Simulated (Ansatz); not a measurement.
A relaxation computed with Ansatz, from input to last step.

```yaml
crystal:
  lattice:
    - [0.0, 4.0575064177, 4.0575064177]
    - [4.0575064177, 0.0, 4.0575064177]
    - [4.0575064177, 4.0575064177, 0.0]
  atoms:
    - { symbol: "Y", position: [0.0, 0.0, 0.0] }
    - { symbol: "Y", position: [0.25, 0.25, 0.25] }
    - { symbol: Ge, position: [0.625, 0.625, 0.625] }
    - { symbol: Ge, position: [0.125, 0.625, 0.625] }
    - { symbol: Ge, position: [0.625, 0.625, 0.125] }
    - { symbol: Ge, position: [0.625, 0.125, 0.625] }
basis:
  ecutwfc: 500
kpoints:
  mp_grid: { grid: [4, 4, 4] }
hamiltonian:
  xc: r2scan
scf:
  occupations: { method: gaussian, width: 0.1 }
  lower_state_search: "off"
output:
  forces: true
  stress: true
  eigenvalues: true
relax:
  adjacent_minimum: "off"
  f_tol: 0.04
  max_steps: 70
  cell: { stress_tol: 0.4 }
```

```bash
ansatz run input.yaml --threads 1 --pin off --max-ram 2560MiB --backend cpu --events-out ev --progress --plain --runs-dir out
```

The calculation used DFT r2SCAN, scalar-relativistic, plane waves, PAW (Ansatz 0.2.0).

Of 4 frames 4 are shown, positions in Å and forces in eV/Å; the SCF threshold varies from step to step. Steps run on the plane waves of an earlier cell, with a Pulay correction in the pressure. The basis is chosen afresh for the last frame, the zero of the energies, and at times for earlier ones too; energy and pressure step there, also at an unchanged geometry.

```xyz
6
Lattice="0.0000 4.0575 4.0575 4.0575 0.0000 4.0575 4.0575 4.0575 0.0000" Properties=species:S:1:pos:R:3:forces:R:3 pbc="T T T" step=1 free_energy_over_end_meV_per_atom=23.88 pressure_GPa=-4.26
Y     0.0000    0.0000    0.0000    0.0000    0.0000    0.0000
Y     2.0288    2.0288    2.0288    0.0000    0.0000    0.0000
Ge    5.0719    5.0719    5.0719    0.0000    0.0000    0.0000
Ge    5.0719    3.0431    3.0431    0.0000    0.0000    0.0000
Ge    3.0431    3.0431    5.0719    0.0000    0.0000    0.0000
Ge    3.0431    5.0719    3.0431    0.0000    0.0000    0.0000
6
Lattice="0.0000 3.9302 3.9302 3.9302 0.0000 3.9302 3.9302 3.9302 0.0000" Properties=species:S:1:pos:R:3:forces:R:3 pbc="T T T" step=2 free_energy_over_end_meV_per_atom=0.99 pressure_GPa=1.37
Y     0.0000    0.0000    0.0000    0.0000    0.0000    0.0000
Y     1.9651    1.9651    1.9651    0.0000    0.0000    0.0000
Ge    4.9128    4.9128    4.9128    0.0000    0.0000    0.0000
Ge    4.9128    2.9477    2.9477    0.0000    0.0000    0.0000
Ge    2.9477    2.9477    4.9128    0.0000    0.0000    0.0000
Ge    2.9477    4.9128    2.9477    0.0000    0.0000    0.0000
6
Lattice="0.0000 3.9596 3.9596 3.9596 0.0000 3.9596 3.9596 3.9596 0.0000" Properties=species:S:1:pos:R:3:forces:R:3 pbc="T T T" step=3 free_energy_over_end_meV_per_atom=-0.38 pressure_GPa=-0.27
Y     0.0000    0.0000    0.0000    0.0000    0.0000    0.0000
Y     1.9798    1.9798    1.9798    0.0000    0.0000    0.0000
Ge    4.9495    4.9495    4.9495    0.0000    0.0000    0.0000
Ge    4.9495    2.9697    2.9697    0.0000    0.0000    0.0000
Ge    2.9697    2.9697    4.9495    0.0000    0.0000    0.0000
Ge    2.9697    4.9495    2.9697    0.0000    0.0000    0.0000
6
Lattice="0.0000 3.9596 3.9596 3.9596 0.0000 3.9596 3.9596 3.9596 0.0000" Properties=species:S:1:pos:R:3:forces:R:3 pbc="T T T" step=4 free_energy_over_end_meV_per_atom=0.00 pressure_GPa=-0.29
Y     0.0000    0.0000    0.0000    0.0000    0.0000    0.0000
Y     1.9798    1.9798    1.9798    0.0000    0.0000    0.0000
Ge    4.9495    4.9495    4.9495    0.0000    0.0000    0.0000
Ge    4.9495    2.9697    2.9697    0.0000    0.0000    0.0000
Ge    2.9697    2.9697    4.9495    0.0000    0.0000    0.0000
Ge    2.9697    4.9495    2.9697    0.0000    0.0000    0.0000
```

The start puts this composition into another compound's structure type, which needn't suit it. At the end the space group is Fd-3m (tolerance 0.05 Å).

Time: 38 s on 1 thread of Arm Neoverse V1, on a shared host, peak memory 0.8 GiB.

The k mesh is coarse.